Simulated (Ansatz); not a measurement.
**Kick test of a cell of Zr₃S₂**

It was reached by relaxing an invented guess, and it needn't be the stable form of this composition.

Method: DFT PBE, scalar-relativistic, plane waves, PAW in Ansatz. Settings: cutoff 420 eV, Γ-centred mesh 12×12×12 on the computed 5-atom cell, Gaussian smearing of 0.10 eV; no spin polarisation.

The cell below (5 atoms, space group Immm (No. 71)) is relaxed within its symmetry.

```cif
data_structure
_symmetry_space_group_name_H-M 'P 1'
_symmetry_Int_Tables_number 1
_cell_length_a 5.6151
_cell_length_b 5.6151
_cell_length_c 5.6151
_cell_angle_alpha 144.648
_cell_angle_beta 108.456
_cell_angle_gamma 82.404
_cell_volume 94.57
loop_
_atom_site_label
_atom_site_type_symbol
_atom_site_fract_x
_atom_site_fract_y
_atom_site_fract_z
_atom_site_occupancy
Zr1 Zr 0.68625 0.68625 0.00000 1
Zr2 Zr 0.31375 0.31375 0.00000 1
Zr3 Zr 0.00000 0.50000 0.50000 1
S1 S 0.28682 0.00000 0.28682 1
S2 S 0.71318 0.00000 0.71318 1
```

For the test a repeat of it with 10 atoms (edges 5.62, 5.62, 6.82 Å) was strained at random (σ = 1.5 % a component), the atoms were moved at random (σ = 0.10 Å), and all was relaxed again on a coarse 4×4×4 mesh (in the run’s order of axes) with 0.20 eV smearing, with no symmetry imposed.

Question: Does it come back?

Answer: It doesn't return. The energy falls by 94 meV/atom on that mesh, the volume changes by 0.4 %, and the end has space group C2/m (No. 12) at a loose tolerance. Relaxed again on a 12×12×6 mesh with 0.10 eV smearing, the new structure lies 94 meV/atom below the first (mesh in the axes of the run's cell; the cell below is made exact in the group named). Space group C2/m (No. 12), monoclinic, a = 9.659 Å, b = 3.294 Å, c = 6.730 Å, β = 117.6°. Zr on a site of symmetry m has 5 S at 2.69–2.73 Å and 6 Zr at 3.19–3.29 Å; Zr on a site of symmetry 2/m is surrounded by 4 S at 2.60 Å and 8 Zr at 3.26–3.29 Å; S has 7 Zr at 2.60–2.73 Å, 1 S at 2.90 Å and 2 S at 3.29 Å.

```yaml
crystal:
  lattice:
    - [4.82958, -1.64682, 0.00000]
    - [4.82958, 1.64682, 0.00000]
    - [-3.12007, 0.00000, 5.96348]
  atoms:
    - { symbol: Zr, position: [0.32243, 0.32243, 0.80987] }
    - { symbol: Zr, position: [0.67757, 0.67757, 0.19013] }
    - { symbol: Zr, position: [0.50000, 0.50000, 0.50000] }
    - { symbol: S, position: [0.04731, 0.04731, 0.82456] }
    - { symbol: S, position: [0.95269, 0.95269, 0.17544] }
```
